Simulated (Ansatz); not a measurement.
Structure relaxation, W

The start is a relaxed W cell displaced along its unstable phonon at q = Γ (87i cm⁻¹), largest move 0.15 Å. Cell shape, volume and atoms are optimised at zero target pressure with PBE (plane waves to 420 eV, PAW, scalar-relativistic; Ansatz, a first-principles code). The first steps use a coarse 13×13×13 k-mesh.

Input geometry:
```
CELL_PARAMETERS angstrom
      0.00000     2.21478     4.98648
      1.53906     0.00000     4.98648
      1.53906     2.21478     0.00000
ATOMIC_POSITIONS crystal
  W  0.08455 0.18201 0.91545
  W  0.91545 0.81799 0.08455
```

* **Largest initial force**: 0.50 eV/Å, on W1, W2 (atoms numbered as listed)
* **Energy released**: 0.70 eV/atom
* **Volume change**: -5.1 %, from 17.00 to 16.13 Å³/atom
* **Relative to the parent**: It does not go back: it reaches Im-3m (No. 229), bcc (W type), 0.74 eV/atom below the parent
* **Shortest distances (start → end)**: The closest pairs of elements (up to four, under 3.6 Å), start → end: W–W 2.64 → 2.76 Å
* **Band gap at the end**: no gap (metallic)
* **Optimiser moves**: 13

Relaxed structure:

```cif
data_W2
_chemical_formula_sum 'W2'
_space_group_name_H-M_alt 'Im-3m'
_space_group_IT_number 229
_space_group_name_Hall '-I 4 2 3'
_cell_length_a 3.18364
_cell_length_b 3.18364
_cell_length_c 3.18364
_cell_angle_alpha 90.000
_cell_angle_beta 90.000
_cell_angle_gamma 90.000
loop_
_atom_site_label
_atom_site_type_symbol
_atom_site_symmetry_multiplicity
_atom_site_Wyckoff_symbol
_atom_site_fract_x
_atom_site_fract_y
_atom_site_fract_z
_atom_site_occupancy
W1 W 2 a 0.00000 0.00000 0.00000 1
```
(The calculation used a cell of 1 atom; values per cell refer to that cell.)

Final values are on a 20×20×20 k-mesh of the relaxed cell. No spin polarisation in the result.

The run could not lose the symmetry of its start.

Of the parent cell (Fmmm (No. 69)): it is a generated cell of W: the first start was made by placing the elements on the sites of a structure type, and the end was not matched to a known phase here, so it may be hypothetical. Known forms of W include space group No. 229.
